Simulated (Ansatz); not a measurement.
## Levels at Γ against strain in RbLuSe₂

```yaml
crystal:
  lattice:
    - [2.06470, 1.19206, 7.87133]
    - [-2.06470, 1.19206, 7.87133]
    - [0.00000, -2.38411, 7.87133]
  atoms:
    - { symbol: Rb, position: [0.00000, 0.00000, 0.00000] }
    - { symbol: Lu, position: [0.50000, 0.50000, 0.50000] }
    - { symbol: Se, position: [0.23179, 0.23179, 0.23179] }
    - { symbol: Se, position: [0.76821, 0.76821, 0.76821] }
```

Atom numbers follow the list: Rb1, Lu2, Se3, Se4.

The structure is an experimental refinement, used without relaxation.

No spin–orbit coupling, which matters for the heavy atoms here.

Theory: DFT, PBEsol, all-electron LAPW, scalar-relativistic in Ansatz 0.2.0.

Numerical set-up: a Γ-centred 7×7×7 k mesh, Fermi–Dirac smearing of 0.03 eV, basis error target 1 meV/atom, no spin polarisation.

The strain is applied along the Cartesian axes of the cell as listed (the other components stay zero). Fractional coordinates are held (clamped ions).

Only quantities that a quadratic follows smoothly over the whole series are listed; rougher ones are left out.

```csv
εzz,direct gap at Γ (eV)
-0.0200,2.705
-0.0100,2.621
0.0000,2.532
0.0200,2.346
```

(1) Fit the series and give the slopes at zero strain.

(2) One run, at εzz = 0.0100, is withheld. Predict its row.

Results:

(1) Least-squares fits y = p0 + p1 x + p2 x² to the rows give direct gap at Γ (eV): p1 = -8.98, p2 = -17.

(2) The fits give 2.441; the run gave 2.440.
